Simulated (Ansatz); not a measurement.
Consider the following.

V3O5:
```xyz
16
Lattice="4.9834 2.4556 0.0000 -4.9834 2.4556 0.0000 -2.6553 0.0000 6.4933" Properties=species:S:1:pos:R:3 pbc="T T T"
V     -3.3506     2.4872     5.0771
V      0.6953     2.4240     1.4162
V     -2.0230     2.4240     1.8305
V     -0.6323     2.4872     4.6628
V     -1.3277     0.0000     3.2466
V      0.0000     0.0000     0.0000
O     -0.6638     3.9617     1.6233
O     -1.9915     0.9496     4.8700
O      2.1658     3.1948     2.1930
O     -4.8212     1.7165     4.3002
O      0.8382     1.7165     5.4397
O     -3.4935     3.1948     1.0536
O     -0.9690     1.6814     0.3587
O     -1.6863     3.2299     6.1346
O     -2.2967     3.2299     3.6054
O     -0.3586     1.6814     2.8879
```
The run is spin-polarised; directions of the spins, atom by atom: ↑ ↑ ↑ ↑ ↑ ↑ 0 0 0 0 0 0 0 0 0 0.

This is the PBEsol-relaxed structure.

Problem. All from PBEsol (plane waves, PAW; program Ansatz), unless another level is named. Predict the electronic character.

Solution. metallic (no gap).

Problem. What about the formation energy from the elements (no fitted shifts)?

Solution. -2.34 eV/atom.

Problem. And the density of states at the Fermi level?

Solution. 0.63 states/eV per atom (mean over ±0.08 eV).

Space group C2/c. The first step of the workflow began from a Materials Project structure, measured or hypothetical; the Crystallography Open Database files this formula in space group No. 15, but the cells were not matched. Its standing as an ambient phase is unchecked. The PBEsol relaxation kept the symmetry of its start; whether a distortion lowers the energy is not shown. The final state is ferromagnetic, chosen from 4 collinear starts compared on coarse meshes (ties went to the first, and starts can fall back to one state), not a proven ground state. No Hubbard U is applied. The compound may be a true metal, but semilocal functionals without U, or a wrong spin order, can also close a gap. The references are the lowest solids computed at this level, not always the standard phases (solids in place of the gases).

Potentials: the later of the program's two PAW sets.
